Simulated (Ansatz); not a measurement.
A plane-wave DFT run in Ansatz 0.2.0 (scalar-relativistic PAW potentials unless the input names others): input and command.

```yaml
crystal:
  lattice:
    - [0.0961451139, 4.8630294277, 4.6582068518]
    - [4.4938513237, 0.0961451139, 4.6582068518]
    - [4.5899964376, 4.9591745416, 0.0]
  atoms:
    - { symbol: K, position: [0.7482264128, 0.7486019537, 0.750041649] }
    - { symbol: K, position: [0.2513980463, 0.2517735872, 0.2468700154] }
    - { symbol: In, position: [0.5027202338, 0.4972797662, 0.5001237984] }
    - { symbol: Sb, position: [0.0032740115, -0.0032740115, -0.0003139881] }
    - { symbol: F, position: [0.7728674499, 0.2271325501, 0.2336240422] }
    - { symbol: F, position: [0.230398796, 0.2263226167, 0.7695984743] }
    - { symbol: F, position: [0.231438781, 0.768561219, 0.7702149351] }
    - { symbol: F, position: [0.2220620177, 0.7779379823, 0.2326468078] }
    - { symbol: F, position: [0.7639368677, 0.2360631323, 0.7708743791] }
    - { symbol: F, position: [0.7736773833, 0.769601204, 0.226319887] }
basis:
  xc_grid: 2
kpoints:
  mp_grid: { grid: [6, 6, 6] }
hamiltonian:
  xc: lda
scf:
  occupations: { method: gaussian, width: 0.02 }
  mixing: { algorithm: broyden, beta: 0.1 }
output:
  forces: true
  eigenvalues: true
  stress: true
```

```bash
ansatz run input.yaml --threads 2 --pin off --max-ram 2662MiB --backend cpu --events-out ev --progress --plain --runs-dir out
```

Abridged log:
```
Basis set: ecut = 420 eV, 3981 PW (Γ), exchange–correlation on 96×90×96 points (8 copies of the dense FFT grid, shifted against one another)
Bands: 54, of which v1, the nominal top of the filled ones, is band 44 counted from 1 (43 counted from 0)
Symmetry: 2 space group operations
k-points: 68 of 216 (time reversal used)
SCF iter   1: F=—  HF=-19553.638465 eV  |F-HF|=—  |Δ(HF+E_count)|=         —  Δρ=1.61e-2  dr2=4.02e-1  ethr=1.77e-3  ⟨swp⟩=8.1  Hψ=16177  notcnv=0  defer=2
SCF iter   2: F=—  HF=-19553.594248 eV  |F-HF|=—  |Δ(HF+E_count)|=   4.42e-2  Δρ=1.24e-2  dr2=2.48e-1  ethr=4.57e-4  ⟨swp⟩=1.5  Hψ=4338  notcnv=0  defer=109  κ⁻¹=1.0e0(r=1)
SCF iter   3: F=—  HF=-19553.530118 eV  |F-HF|=—  |Δ(HF+E_count)|=   6.41e-2  Δρ=4.02e-3  dr2=1.34e-2  ethr=2.81e-4  ⟨swp⟩=2.2  Hψ=5950  notcnv=0  defer=147  κ⁻¹=1.3e-4(r=2)
automatic band count: iteration 3 solves 53 bands in place of 54: the levels show a gap, and the empty bands left out lie too high to hold charge; the band table lists the bands solved (type scf.n_extra_bands for more)
SCF iter   4: F=—  HF=-19553.528430 eV  |F-HF|=—  |Δ(HF+E_count)|=   1.69e-3  Δρ=2.57e-3  dr2=9.77e-3  ethr=1.52e-5  ⟨swp⟩=2.0  Hψ=5209  notcnv=0  defer=241  κ⁻¹=1.1e-4(r=3)
SCF iter   5: F=—  HF=-19553.525059 eV  |F-HF|=—  |Δ(HF+E_count)|=   3.37e-3  Δρ=7.60e-4  dr2=5.99e-4  ethr=1.11e-5  ⟨swp⟩=2.0  Hψ=6590  notcnv=0  defer=241  κ⁻¹=8.1e-6(r=4)
SCF iter   6: F=—  HF=-19553.525010 eV  |F-HF|=—  |Δ(HF+E_count)|=   4.88e-5  Δρ=6.43e-4  dr2=4.16e-4  ethr=6.81e-7  ⟨swp⟩=1.0  Hψ=3479  notcnv=0  defer=241  κ⁻¹=7.6e-6(r=5)
SCF iter   7: F=—  HF=-19553.524939 eV  |F-HF|=—  |Δ(HF+E_count)|=   7.11e-5  Δρ=2.25e-4  dr2=6.30e-5  ethr=4.73e-7  ⟨swp⟩=2.0  Hψ=5879  notcnv=0  defer=241  κ⁻¹=7.3e-7(r=6)
SCF iter   8: F=—  HF=-19553.524911 eV  |F-HF|=—  |Δ(HF+E_count)|=   2.75e-5  Δρ=1.30e-4  dr2=1.74e-5  ethr=7.15e-8  ⟨swp⟩=2.0  Hψ=6315  notcnv=0  defer=241  κ⁻¹=3.7e-8(r=7)
SCF iter   9: F=—  HF=-19553.524907 eV  |F-HF|=—  |Δ(HF+E_count)|=   4.01e-6  Δρ=7.78e-5  dr2=7.27e-6  ethr=1.98e-8  ⟨swp⟩=2.0  Hψ=4294  notcnv=0  defer=241  κ⁻¹=3.7e-8(r=8)
SCF iter  10: F=—  HF=-19553.524909 eV  |F-HF|=—  |Δ(HF+E_count)|=   1.35e-6  Δρ=3.54e-5  dr2=1.72e-6  ethr=8.27e-9  ⟨swp⟩=2.0  Hψ=5539  notcnv=0  defer=241  κ⁻¹=1.6e-9(r=8)
SCF iter  11: F=—  HF=-19553.524908 eV  |F-HF|=—  |Δ(HF+E_count)|=   3.23e-7  Δρ=1.67e-5  dr2=4.02e-7  ethr=1.95e-9  ⟨swp⟩=2.0  Hψ=5890  notcnv=0  defer=241  κ⁻¹=1.3e-7(r=8)
SCF iter  12: F=-19553.524908 eV  HF=-19553.524908 eV  |F-HF|=3.00e-8  |Δ(HF+E_count)|=   2.35e-8  Δρ=8.60e-6  dr2=9.09e-8  ethr=1.14e-10  ⟨swp⟩=9.8  Hψ=17734  notcnv=0
SCF 1 converged in 12 iterations: F = -19553.524908 eV  dr2 = 9.09e-8
SCF converged after 12 iterations
Stability not checked: this state was not tested for a lower state beside it, because the mixer in use, unlike msr1, does not test its closes by its own steps (another_mixer; see scf.mixing.algorithm and scf.lower_state_search)
Free energy (F): -19553.524908 eV
Harris-Foulkes:  -19553.524908 eV  (|F-HF|=3.00e-8)
Internal energy: -19553.524908 eV  (E = F + TS)
E sigma→0 (E₀):  -19553.524908 eV
Fermi energy:    6.220554 eV
--- Forces (eV/Å), atoms counted from 1 ---
  atom   1  K     -0.02651317    -0.00008618     0.02002818
  atom   2  K     -0.02651317    -0.00008618    -0.02002818
  atom   3  In    -0.00049222     0.02785013     0.00000000
  atom   4  Sb     0.35001063    -0.18257147     0.00000000
  atom   5  F      0.77478466     0.00761647     0.00000000
  atom   6  F     -0.01974228     0.04705055     0.52309470
  atom   7  F     -0.97692205     0.09648330     0.00000000
  atom   8  F     -0.10480665    -0.06598965     0.00000000
  atom   9  F      0.04993804     0.02269883     0.00000000
  atom  10  F     -0.01974228     0.04705055    -0.52309470
--- Stress (GPa, compression-positive) ---
        2.764728      -0.194478       0.000000
       -0.194478      -3.258628       0.000000
        0.000000       0.000000      -0.250464
  P = ⅓ Tr σ = -0.2481 GPa (-2.481 kbar)
```

Apart from outputs and empty bands, the input differs from a reference run on usual settings in basis.xc_grid: not typed → 2; hamiltonian.xc: "r2scan" → "lda"; scf.mixing.algorithm: not typed → "broyden"; scf.mixing.beta: not typed → 0.1; basis.ecutwfc: 500 → not typed. The reference, at the same geometry (not necessarily relaxed), gave pressure 2.40 GPa, largest force 1.070 eV/Å, gap on the mesh 1.47 eV. This run converged in 12 SCF iterations (reference: 8) with a total energy on another zero, pressure -0.25 GPa, largest force 0.982 eV/Å, gap on the mesh 1.19 eV.